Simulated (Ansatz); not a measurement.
YN (rock salt, Fm-3m), the program Ansatz at the r²SCAN level (PAW). The conduction-band minimum lies at X, with 3 equivalent valleys. Second derivatives d²E/dk² of the lowest band at one valley (eV·Å²), along Cartesian directions:

```csv
direction,d²E/dk²
[100],6.027
[010],51.66
[001],51.66
[110],28.89
[101],28.89
[011],51.62
```

Find the principal effective masses, the density-of-states mass and the conductivity mass.

Off-diagonal terms follow from H_xy = H[110] − (H_xx + H_yy)/2, and m*/mₑ = 7.620 eV·Å² over each eigenvalue: 0.15, 0.15, 1.3. One valley's DOS mass (m₁m₂m₃)^(1/3) = 0.30, conductivity mass 3/(Σ 1/mᵢ) = 0.21 mₑ.

What effective density of states Nc follows at 300 K for parabolic valleys?

Nc = 2.509e19 × 3 × (0.30)^(3/2) ≈ 1.2e19 cm⁻³.

The r²SCAN relaxation kept the symmetry of its start. No spin polarisation was allowed. Scalar-relativistic: spin–orbit coupling is off unless named, which matters more the heavier the elements.

Potentials: the later of the program's two PAW sets.

Edges and masses are those of Kohn–Sham bands, whose gap is no quasiparticle gap.
